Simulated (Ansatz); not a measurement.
An Ansatz input and the part of its output that reports the observables at the nuclei.

The cell is a structure deposited in the COD, relaxed with PBE at fixed cell and then changed (z compressed by 2 %, ions relaxed).

```yaml
crystal:
  lattice:
    - [3.2899984505, 0.0, 0.0]
    - [-1.6449992252, 2.8492222365, 0.0]
    - [0.0, 0.0, 12.7106]
  atoms:
    - { symbol: W, position: [0.3333333333, 0.6666666667, 0.25], spin: 2.0 }
    - { symbol: W, position: [0.6666666667, 0.3333333333, 0.75], spin: 2.0 }
    - { symbol: Se, position: [0.3333333333, 0.6666666667, 0.6202867003] }
    - { symbol: Se, position: [0.6666666667, 0.3333333333, 0.1202867003] }
    - { symbol: Se, position: [0.3333333333, 0.6666666667, 0.8797132997] }
    - { symbol: Se, position: [0.6666666667, 0.3333333333, 0.3797132997] }
magnetization:
  spin_polarized: true
kpoints:
  mp_grid: { grid: [15, 15, 4] }
scf:
  occupations: { method: fermi_dirac, width: 0.02 }
hamiltonian:
  xc: pbe
  pseudopotentials: { kind: paw }
output:
  forces: true
  stress: true
  populations: true
  efg: { contact_densities: true }
relax:
  f_tol: 0.02
  max_steps: 60
```

```sh
ansatz run input.yaml --threads 1 --pin off --max-ram 3072MiB --backend cpu --events-out ev --progress --plain --runs-dir out
```

The run relaxes the ions first, and the block belongs to the relaxed positions.

Of the output, the block on the nuclei alone is shown; the set-up, the SCF iterations, energies, forces and stress are cut.

```
--- PAW observables at the nuclei: V_zz in 10²¹ V/m², potentials from the cell's mean, atoms counted from 1 ---
  atom   1  W  V_zz =   -16.822271   η = 0.0000   by run symmetry: allowed
            electrostatic potential = -14807.481757 V   contact ρ = 8821968.727429 e/Å³   contact ρ_s (e/Å³): all electrons -0.000006, valence -0.000000
  atom   2  W  V_zz =   -16.822271   η = 0.0000   by run symmetry: allowed
            electrostatic potential = -14807.481757 V   contact ρ = 8821968.727429 e/Å³   contact ρ_s (e/Å³): all electrons -0.000006, valence -0.000000
  atom   3  Se V_zz =    -7.180415   η = 0.0000   by run symmetry: allowed
            electrostatic potential = -4716.123613 V   contact ρ = 262886.962409 e/Å³   contact ρ_s (e/Å³): all electrons -0.000000, valence -0.000000
  atom   4  Se V_zz =    -7.180415   η = 0.0000   by run symmetry: allowed
            electrostatic potential = -4716.123613 V   contact ρ = 262886.962409 e/Å³   contact ρ_s (e/Å³): all electrons -0.000000, valence -0.000000
  atom   5  Se V_zz =    -7.180415   η = 0.0000   by run symmetry: allowed
            electrostatic potential = -4716.123613 V   contact ρ = 262886.962409 e/Å³   contact ρ_s (e/Å³): all electrons -0.000000, valence -0.000000
  atom   6  Se V_zz =    -7.180415   η = 0.0000   by run symmetry: allowed
            electrostatic potential = -4716.123613 V   contact ρ = 262886.962409 e/Å³   contact ρ_s (e/Å³): all electrons -0.000000, valence -0.000000
```

The relaxation (4 steps) took 2.3 min of wall time (2.3 min of CPU time) and 1.2 GiB at its peak, on 1 thread of Intel Xeon 6975P-C (Granite Rapids) (x86_64; 16 cores open to the job, memory cap 3.0 GiB, no GPU), a shared host with a load of 0.5 a core.

Without spin–orbit coupling the gradients at and beside W can be off by some per cent, at some sites by more. The start moments die out, and the run ends without spin.
